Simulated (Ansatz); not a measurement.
One stationary structure of Hf₃N₄. Space group Fd-3m (No. 227). These are r2SCAN (plane waves to 500 eV, PAW, scalar-relativistic; Ansatz, a program for electronic structure) values and carry that method's errors.

```xyz
14
Lattice="0.0000 4.5212 4.5212 4.5212 0.0000 4.5212 4.5212 4.5212 0.0000" Properties=species:S:1:pos:R:3 pbc="T T T"
Hf     5.6515     5.6515     5.6515
Hf     5.6515     3.3909     3.3909
Hf     3.3909     5.6515     3.3909
Hf     3.3909     3.3909     5.6515
Hf     2.2606     2.2606     2.2606
Hf     0.0000     0.0000     0.0000
N      7.8421     7.8421     7.8421
N      7.8421     5.7215     5.7215
N      5.7215     7.8421     5.7215
N      5.7215     5.7215     7.8421
N      3.4609     3.4609     3.4609
N      3.4609     5.5815     5.5815
N      5.5815     3.4609     5.5815
N      5.5815     5.5815     3.4609
```

| Item | Value |
|---|---|
| Volume per atom | 13.20 Å³ |
| Density | 10.63 g/cm³ |
| Band gap | 1.29 eV, indirect (valence top at X, conduction bottom at Γ) (no spin-orbit coupling) |
| Smallest direct gap | 1.45 eV at Γ |
| Shortest distances | Hf–N 2.08 Å; N–N 3.00 Å; Hf–Hf 3.20 Å |
| k-mesh | 5×5×5 |

Band energies at high-symmetry points (eV from the VBM; labels of this space group; no spin-orbit coupling), from −5 eV up to 6.2 eV:

```csv
point,energies
Γ,-4.89 -4.89 -4.89 -3.50 -3.50 -3.22 -3.17 -3.17 -3.09 -3.09 -3.09 -2.32 -2.32 -2.32 -1.66 -1.66 -1.66 -0.66 -0.66 -0.66 -0.16 -0.16 -0.16 1.29 1.29 3.26 4.18 4.18 4.18 4.79 5.14 5.14 5.14 5.33 5.33 5.56 5.56
X,-4.45 -4.45 -4.13 -4.13 -4.10 -4.10 -3.30 -3.30 -2.94 -2.94 -2.87 -2.87 -2.57 -2.57 -2.49 -2.49 -2.03 -2.03 -1.51 -1.51 -1.35 -1.35 0.00 0.00 3.05 3.05 3.49 3.49 4.03 4.03 4.81 4.81 5.30 5.30 5.31 5.31 5.55 5.55 5.73 5.73 6.04 6.04
U,-4.43 -4.33 -4.22 -4.21 -4.03 -3.68 -3.55 -3.49 -3.34 -3.15 -2.98 -2.84 -2.71 -2.67 -2.25 -2.07 -1.84 -1.76 -1.52 -1.48 -1.35 -1.04 -0.55 -0.17 2.86 3.48 3.58 3.65 3.95 4.12 4.60 4.88 4.95 5.06 5.25 5.25 5.82 5.86 5.88 6.00 6.11 6.22
K,-4.43 -4.33 -4.22 -4.21 -4.03 -3.68 -3.55 -3.49 -3.34 -3.15 -2.98 -2.84 -2.71 -2.67 -2.25 -2.07 -1.84 -1.76 -1.52 -1.48 -1.35 -1.04 -0.55 -0.17 2.86 3.48 3.58 3.65 3.95 4.12 4.60 4.88 4.95 5.06 5.25 5.25 5.82 5.86 5.88 6.00 6.11 6.22
L,-4.84 -4.52 -4.52 -4.15 -3.99 -3.64 -3.64 -3.24 -3.24 -3.11 -3.11 -2.61 -2.54 -2.37 -2.23 -2.23 -1.97 -1.62 -1.62 -1.44 -1.44 -0.57 -0.57 -0.20 2.73 3.17 3.17 3.94 3.94 4.25 4.44 4.44 5.21 5.21 5.36 5.67 5.67 6.22
W,-4.26 -4.26 -4.26 -4.26 -3.86 -3.86 -3.59 -3.59 -3.27 -3.27 -2.78 -2.78 -2.78 -2.78 -2.11 -2.11 -2.04 -2.04 -1.41 -1.41 -0.91 -0.91 -0.60 -0.60 3.11 3.11 3.72 3.72 4.17 4.17 4.46 4.46 5.26 5.26 5.27 5.27 5.66 5.66 5.92 5.92
```

No spin polarisation in the result.

The run could not lose the symmetry of its start.

The first start was generated by placing the elements on the sites of a structure type. Materials Project lists a structure of Hf3N4 in the same space group, Fd-3m (No. 227); the sites were not compared with it, nor with measured phases.
